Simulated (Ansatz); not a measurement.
In (diamond, Fd-3m) at seven volumes, the program Ansatz at the r²SCAN level (PAW), scaled uniformly. One row is withheld.

```tsv
V (Å³/atom)	P (GPa)
32.917	3.25
34.002	1.94
35.088	0.86
36.173	0.00
37.258	?
38.343	-1.39
39.428	-1.91
```

Problem. Fit the shown pressures and predict the withheld one.

Solution. Third-order Birch–Murnaghan: P = (3/2)B₀(x^(7/2) − x^(5/2))[1 + (3/4)(B′ − 4)(x − 1)] with x = (V₀/V)^(2/3). Least squares on the six rows gives V₀ = 36.145 Å³/atom, B₀ = 27.33 GPa, B′ = 5.08. At V = 37.258, x = 0.9800 and P = -0.77 GPa. The run itself gave -0.74 GPa.

The start of the workflow was typed in or built on a structure type; neither database checked (COD, Materials Project) lists it. It is not the phase usual at ambient conditions (space group No. 139). The cell was relaxed with r²SCAN under the symmetry of its start. At this level the phase is mechanically unstable.

Potentials: the later of the program's two PAW sets.
